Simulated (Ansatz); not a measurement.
# Kick test of a cell of Sm2Si

It was reached by relaxing an invented guess, and it needn't be the stable form of this composition.

Theory: DFT PBE, scalar-relativistic, plane waves, PAW, and for the lanthanide a 4f-in-core norm-conserving potential (Ansatz 0.2.0). Settings: cutoff 690 eV, Γ-centred mesh 12×12×8 on the computed 3-atom cell, Gaussian smearing of 0.10 eV; no spin polarisation.

The cell below (3 atoms, space group P-3m1 (No. 164)) is relaxed within its symmetry.

```
Sm Si
1.0
     4.07943    0.00000    0.00000
    -2.03971    3.53289    0.00000
     0.00000    0.00000    6.82803
Sm Si
2 1
Cartesian
  0.0000 2.3553 1.6422
  2.0397 1.1776 5.1858
  0.0000 0.0000 0.0000
```

For the test a repeat of it with 6 atoms (edges 4.08, 4.08, 13.66 Å) was strained at random (σ = 1.5 % a component), the atoms were moved at random (σ = 0.05 Å), and all was relaxed again on a coarse 6×6×2 mesh (in the run’s order of axes) with 0.20 eV smearing, with no symmetry imposed.

**Question.** What happens?

**Answer.** It returns, within 1 meV/atom of the unmoved cell on that mesh and with the same symmetry when read at 0.1 Å (P-1 at 0.01 Å, so small strains and shifts remain). No instability shows in this cell; modes of other wave vectors, which need another repeat, aren't tested. Another cell of Sm2Si relaxed alike, in Fm-3m, lies 195 meV/atom lower, so this cell isn't the stable form at this level.

The lanthanide is trivalent by construction, without f bands, f moments or other valences.
